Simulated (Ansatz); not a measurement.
SrAlO₂F:
Space group P4/mmm (No. 123); a = b = 3.7758 Å, c = 3.8124 Å, α = β = γ = 90.00°

```csv
atom,site,symmetry,x,y,z
Sr,1d,4/mmm,0.5000,0.5000,0.5000
Al,1a,4/mmm,0.0000,0.0000,0.0000
O,2f,mmm.,0.0000,0.5000,0.0000
F,1b,4/mmm,0.0000,0.0000,0.5000
```

Relaxed with PBEsol.

Question: Decompose the optical modes at the zone centre into irreducible representations, and say which are infrared and Raman allowed.

Answer: Point group 4/mmm: Γ_opt = 3A2u + B2u + 4Eu. Infrared: A2u, Eu. Raman: none.

Question: Assign frequencies (DFPT, PBEsol in the plane-wave PAW code Ansatz; without the LO–TO term).

Answer: A2u 128, Eu 188, B2u 234, Eu 275, Eu 385, A2u 407, A2u 500, Eu 641 cm⁻¹.

Subscripts of B labels follow the axes of the standard setting.

The start of the workflow was typed in or built on a structure type; neither database checked (COD, Materials Project) lists it. Whether it is the stable phase at ambient conditions was not checked. The cell was relaxed with PBEsol under the symmetry of its start; whether a distortion lowers the energy is not shown.

Potentials: the earlier of the program's two PAW sets. The files were generated under PBE; for other functionals the program regenerates the frozen cores, and for LDA and PBEsol the local potential too.
